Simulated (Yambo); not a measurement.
G0W0@PBEsol for Ba$_{2}$CdB$_{2}$O$_{6}$ (space group C2/m, No. 12) in Yambo (2×2×2 mesh, 7 Ry block, plasmon pole, screening fixed), without a terminator:

| bands N in G | gap Γ → Γ (eV) | shift of the valence edge (eV) |
|---|---|---|
| 101 | 4.728 | -0.207 |
| 161 | 4.714 | -0.505 |
| 241 | 4.762 | -0.688 |

### Question
Extrapolate both columns to infinite N with E(N) = E∞ + A/N, test the form, and compare with the terminator.

### Answer
From two points, E∞ = (N2 E2 − N1 E1)/(N2 − N1). The two largest N give 4.86 eV for the gap and -1.06 eV for the shift; the two smallest give 4.69 eV and -1.01 eV. For the gap the slopes A are 3.8 and -23 eV: the form isn't reached, and its limit is uncertain. For the shift the slopes A are 81 and 89 eV: the 1/N form holds. With the Bruneval-Gonze terminator and 241 bands the run gives 4.86 eV and -0.92 eV, 0.00 eV and 0.13 eV from the extrapolated values: the terminator too is an estimate of the remainder. Block, mesh and the bands in W are held fixed.

Spin-orbit coupling is not included.

Geometry of the Materials Project entry, not relaxed at this level; primitive cell a = b = 5.5975 Å, c = 6.7668 Å, α = β = 114.23°, γ = 57.73°.

The structure is a Materials Project entry; no match was found in the copy of COD used, and its stability was not checked.

A shift is the quasiparticle energy of the state minus its PBEsol energy.
